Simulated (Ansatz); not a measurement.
**Relaxing a structure of ZnS**

The start is a generated cell, ZnS built in the zincblende structure type. Cell shape, volume and atoms are optimised at zero target pressure with PBE (plane waves to 420 eV, PAW, scalar-relativistic; Ansatz, a quantum-chemistry and plane-wave program). The first steps use a coarse 7×7×7 k-mesh.

Input geometry:
```yaml
crystal:
  lattice:
    - [0.00000, 2.70465, 2.70465]
    - [2.70465, 0.00000, 2.70465]
    - [2.70465, 2.70465, 0.00000]
  atoms:
    - { symbol: S, position: [0.75000, 0.75000, 0.75000] }
    - { symbol: Zn, position: [0.00000, 0.00000, 0.00000] }
```

```json
{
  "outcome": "The space group stays F-43m (No. 216) (the run could not lower it); the end is zinc blende type, with 2 atoms in the primitive cell",
  "energy_released": "2 meV/atom",
  "volume_change": "+1.9 %, from 19.78 to 20.16 Å³/atom",
  "Shortest distances (start → end)": "The closest pairs of elements (up to four, under 3.6 Å), start → end: S–Zn 2.34 → 2.36 Å",
  "band_gap_at_the_end": "2.02 eV, direct at Γ (no spin-orbit coupling)",
  "optimiser_moves": "2"
}
```

Final values are on a 10×10×10 k-mesh of the relaxed cell. No spin polarisation in the result.

The run could not lose the symmetry of its start; a randomly shaken copy of 2 atoms returns to this structure.

All atoms sit on sites fixed by symmetry, so only the cell could relax.
